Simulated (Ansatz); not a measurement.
Starting structure of a cell relaxation (symmetry kept):

```cif
data_structure
_symmetry_space_group_name_H-M 'Fm-3m'
_symmetry_Int_Tables_number 225
_cell_length_a 5.5248
_cell_length_b 5.5248
_cell_length_c 5.5248
_cell_angle_alpha 90.000
_cell_angle_beta 90.000
_cell_angle_gamma 90.000
_cell_volume 168.64
loop_
_atom_site_label
_atom_site_type_symbol
_atom_site_symmetry_multiplicity
_atom_site_Wyckoff_symbol
_atom_site_fract_x
_atom_site_fract_y
_atom_site_fract_z
_atom_site_occupancy
Ca1 Ca 4 a 0.00000 0.00000 0.00000 1
```

These are results of Ansatz, DFT PBE+D3(BJ), scalar-relativistic, plane waves, PAW, not measurements.

Settings: cutoff 420 eV, Γ-centred mesh 14×14×14 on the computed 1-atom cell, Gaussian smearing of 0.10 eV; no spin polarisation.

Task: What does it relax to?

Result: The volume falls by 2.08 Å³/atom to 40.08 Å³/atom, and the energy falls by 5.4 meV/atom. Final structure:
Space group Fm-3m (No. 225). a = 5.432 Å, b = 5.432 Å, c = 5.432 Å, α = 90.00°, β = 90.00°, γ = 90.00°
```
atom site symmetry x y z
  Ca    4a m-3m  0.0000  0.0000  0.0000
```

Course of the relaxation (steps run on the plane waves of an earlier cell, and the basis is chosen afresh near the end, so energy and pressure can step there; trial steps that raised the energy were taken back; energies are free energies):

```csv
step,E − E_final (meV/atom),P (GPa),V (Å³/atom)
1,5.4,-0.83,42.16
2,1.7,-0.49,41.27
3,-0.1,0.03,40.08
4,0.0,0.03,40.08
```

Cost: 1 run of about 0.17 core-minutes, on Arm Neoverse V1 (shared hosts).